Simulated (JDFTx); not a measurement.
```json
{
 "surface": "Os(0001)",
 "bulk": "Os, P6_3/mmc, lattice of mp-49 (not re-optimised)",
 "slab": "4 atoms in 4 planes, 1x1, 6.4 Å between the outermost planes",
 "in-plane cell": "2.746 × 2.746 Å, 6.53 Å²",
 "cell_height": "22.5 Å",
 "sampling": "10×10×1 k mesh, Fermi smearing 0.01 Ha, no spin polarisation"
}
```

Level of theory: PBE, GBRV ultrasoft potentials, plane waves to 20/100 Ha; code: JDFTx (a modified build). Liquid on both sides: CANDLE, water, 1 M NaCl; nuclei fixed. At negative charge CANDLE's numbers also depend on the cell height, by up to tenths of a volt.

Charging data:

```csv
U − U_pzc (V),σ (μC/cm²)
-0.48,-20.84
-0.28,-15.00
-0.13,-2.37
0.00,0.00
0.32,4.26
0.52,7.04
0.92,13.03
```

Working it through: a check of Lippmann's equation. The grand free energy per area against the neutral slab, Δγ = [F(N) − F(N₀) − μ(N − N₀)]/2A, is taken from the total energies of the same runs.

```tsv
U − U_pzc (V)	Δγ (mJ/m²)
-0.48	-47.9
-0.28	-12.6
-0.13	-1.2
0.00	0.0
0.32	-6.8
0.52	-18.1
0.92	-58.1
```

Δγ is largest at zero charge and falls away from it, as dγ/dU = −σ demands. At 0.92 V the computed -58.1 mJ/m² stands beside -60.3 mJ/m² from the constant-capacitance formula.
